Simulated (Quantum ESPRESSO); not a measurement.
# Computed records: Si2BN3O (made-up cell, one site empty)

Computed with Quantum ESPRESSO 7.5. Calculation on a made-up crystal cell, not a measurement: periodic Kohn-Sham density functional theory in plane waves with PseudoDojo standard norm-conserving scalar-relativistic pseudopotentials, each functional with its own files (v0.5 for PBE, v0.4.1 for LDA and PBEsol), no spin polarisation, no spin-orbit coupling, atoms not relaxed, stress positive in tension, energies less a fixed whole-eV offset for each atom's element; levels are Kohn-Sham levels at fractions of this cell's reciprocal vectors, counted from the reference band (half the neutral cell's valence electrons, rounded up) at Gamma; error bars cover cutoff and k-mesh only, not smearing or the files; each bar is the largest change over components, and at least 0.002 eV, 0.002 eV per angstrom or 0.02 GPa; added strain carries the atoms with the cell, and shear is the tensor component; energies are for the whole cell, and the offsets were chosen from early runs and are not element reference energies.

Settings shared by all entries: lattice type wurtzite; empty site 4; functional pbe; cutoff 1143 eV; fermi dirac smearing 0.025 eV; scf tolerance 1e-07 eV; electrons removed 0; added strain kind biaxial xx and yy; k mesh 6 x 4 x 4, shifted by half a step.

(1) Si2BN3O (made-up cell, one site empty)

Unstrained structure:
```
Si2BN3O
1.0
      2.8525    -0.0278     0.0231
     -0.0481     4.8323    -0.0320
      0.0377    -0.0302     4.5571
Si B N O N
2 1 1 1 2
Direct
  0.01731 -0.00327 -0.00654
  0.54332 0.50529 0.02065
  0.48370 0.12502 0.48986
  -0.03247 0.01346 0.38884
  0.43425 0.47064 0.37757
  0.55544 0.17420 0.88531
  -0.00308 0.67537 0.89614
```

```
added strain             : -0.0018
structure shown          : before the added strain of -0.0018
free energy less offsets : -0.5757 eV
scf iterations           : 11
smearing term minus ts   : 0 eV
pressure                 : 7.47 GPa
stress xx                : 1.255 GPa
stress yy                : -33.82 GPa
stress zz                : 10.16 GPa
stress yz                : -6.481 GPa
stress xz                : 4.122 GPa
stress xy                : -3.31 GPa
reference band           : 16
error bar energy         : 0.002 eV
error bar stress         : 0.02 GPa
error bar force          : 0.002 eV/Å
error bar next band up   : 0.002 eV
error bars from          : tighter rerun of a related cell
```

Atoms:
```tsv
atoms element	atom site	atom energy offset (eV)
Si	1	-115
Si	2	-115
B	3	-79
N	5	-283
O	6	-452
N	7	-283
N	8	-283
```

Forces:
```tsv
site	x (eV/Å)	y (eV/Å)	z (eV/Å)
1	1.646	0.9445	3.785
2	-3.818	0.7814	3.289
3	0.09693	2.52	-0.9656
5	0.7674	1.018	-0.5411
6	0.9184	-2.115	-1.042
7	-3.229	-1.173	-3.481
8	3.618	-1.975	-1.045
```

Levels:
```tsv
level k point	next band up (eV)
Gamma	2.485
(1/2,1/2,1/2)	2.506
(0.15,0,0)	3.481
(0,0.15,0)	2.641
(0,0,0.15)	2.467
```

(2) Si2BN3O (made-up cell, one site empty)

Structure as in entry 1.

```
added strain             : 0.0004
structure shown          : before the added strain of 0.0004
free energy less offsets : -0.6021 eV
scf iterations           : 11
smearing term minus ts   : 0 eV
pressure                 : 6.206 GPa
stress xx                : 2.897 GPa
stress yy                : -31.94 GPa
stress zz                : 10.42 GPa
stress yz                : -6.38 GPa
stress xz                : 4.046 GPa
stress xy                : -3.22 GPa
reference band           : 16
error bar energy         : 0.002 eV
error bar stress         : 0.02 GPa
error bar force          : 0.002 eV/Å
error bar next band up   : 0.002 eV
error bars from          : tighter rerun of a related cell
```

Atoms:
```tsv
atoms element	atom site	atom energy offset (eV)
Si	1	-115
Si	2	-115
B	3	-79
N	5	-283
O	6	-452
N	7	-283
N	8	-283
```

Forces:
```tsv
site	x (eV/Å)	y (eV/Å)	z (eV/Å)
1	1.605	0.889	3.719
2	-3.752	0.7824	3.221
3	0.1148	2.507	-0.9415
5	0.7563	1.055	-0.5373
6	0.9185	-2.135	-1.045
7	-3.195	-1.173	-3.44
8	3.552	-1.926	-0.9754
```

Levels:
```tsv
level k point	next band up (eV)
Gamma	2.485
(1/2,1/2,1/2)	2.52
(0.15,0,0)	3.489
(0,0.15,0)	2.64
(0,0,0.15)	2.469
```

(3) Si2BN3O (made-up cell, one site empty)

Structure as in entry 1.

```
added strain             : 0.0056
structure shown          : before the added strain of 0.0056
free energy less offsets : -0.6537 eV
scf iterations           : 11
smearing term minus ts   : 0 eV
pressure                 : 3.292 GPa
stress xx                : 6.702 GPa
stress yy                : -27.61 GPa
stress zz                : 11.03 GPa
stress yz                : -6.164 GPa
stress xz                : 3.863 GPa
stress xy                : -3.003 GPa
reference band           : 16
error bar energy         : 0.002 eV
error bar stress         : 0.02 GPa
error bar force          : 0.002 eV/Å
error bar next band up   : 0.002 eV
error bars from          : tighter rerun of this cell
```

Atoms:
```tsv
atoms element	atom site	atom energy offset (eV)
Si	1	-115
Si	2	-115
B	3	-79
N	5	-283
O	6	-452
N	7	-283
N	8	-283
```

Forces:
```tsv
site	x (eV/Å)	y (eV/Å)	z (eV/Å)
1	1.507	0.762	3.564
2	-3.596	0.7965	3.062
3	0.1584	2.48	-0.8849
5	0.7303	1.138	-0.5295
6	0.9191	-2.179	-1.051
7	-3.114	-1.183	-3.348
8	3.395	-1.814	-0.8134
```

Levels:
```tsv
level k point	next band up (eV)
Gamma	2.483
(1/2,1/2,1/2)	2.55
(0.15,0,0)	3.503
(0,0.15,0)	2.635
(0,0,0.15)	2.471
```

(4) Si2BN3O (made-up cell, one site empty)

Structure as in entry 1.

```
added strain             : 0.0136
structure shown          : before the added strain of 0.0136
free energy less offsets : -0.7006 eV
scf iterations           : 11
smearing term minus ts   : 0 eV
pressure                 : -0.8751 GPa
stress xx                : 12.11 GPa
stress yy                : -21.39 GPa
stress zz                : 11.91 GPa
stress yz                : -5.833 GPa
stress xz                : 3.599 GPa
stress xy                : -2.674 GPa
reference band           : 16
error bar energy         : 0.002 eV
error bar stress         : 0.02 GPa
error bar force          : 0.002 eV/Å
error bar next band up   : 0.002 eV
error bars from          : tighter rerun of a related cell
```

Atoms:
```tsv
atoms element	atom site	atom energy offset (eV)
Si	1	-115
Si	2	-115
B	3	-79
N	5	-283
O	6	-452
N	7	-283
N	8	-283
```

Forces:
```tsv
site	x (eV/Å)	y (eV/Å)	z (eV/Å)
1	1.366	0.5712	3.345
2	-3.372	0.8099	2.837
3	0.2215	2.44	-0.7954
5	0.6947	1.256	-0.5208
6	0.9201	-2.241	-1.061
7	-3	-1.187	-3.221
8	3.169	-1.649	-0.5835
```

Levels:
```tsv
level k point	next band up (eV)
Gamma	2.475
(1/2,1/2,1/2)	2.593
(0.15,0,0)	3.518
(0,0.15,0)	2.622
(0,0,0.15)	2.469
```

(5) Si2BN3O (made-up cell, one site empty)

Structure as in entry 1.

```
added strain             : 0.0197
structure shown          : before the added strain of 0.0197
free energy less offsets : -0.7134 eV
scf iterations           : 11
smearing term minus ts   : 0 eV
pressure                 : -3.839 GPa
stress xx                : 15.94 GPa
stress yy                : -16.96 GPa
stress zz                : 12.54 GPa
stress yz                : -5.602 GPa
stress xz                : 3.401 GPa
stress xy                : -2.424 GPa
reference band           : 16
error bar energy         : 0.002 eV
error bar stress         : 0.02 GPa
error bar force          : 0.002 eV/Å
error bar next band up   : 0.002 eV
error bars from          : tighter rerun of a related cell
```

Atoms:
```tsv
atoms element	atom site	atom energy offset (eV)
Si	1	-115
Si	2	-115
B	3	-79
N	5	-283
O	6	-452
N	7	-283
N	8	-283
```

Forces:
```tsv
site	x (eV/Å)	y (eV/Å)	z (eV/Å)
1	1.263	0.4344	3.188
2	-3.202	0.8244	2.676
3	0.2684	2.412	-0.7253
5	0.6676	1.338	-0.5165
6	0.9204	-2.282	-1.07
7	-2.915	-1.191	-3.133
8	2.998	-1.536	-0.419
```

Levels:
```tsv
level k point	next band up (eV)
Gamma	2.464
(1/2,1/2,1/2)	2.621
(0.15,0,0)	3.523
(0,0.15,0)	2.609
(0,0,0.15)	2.464
```
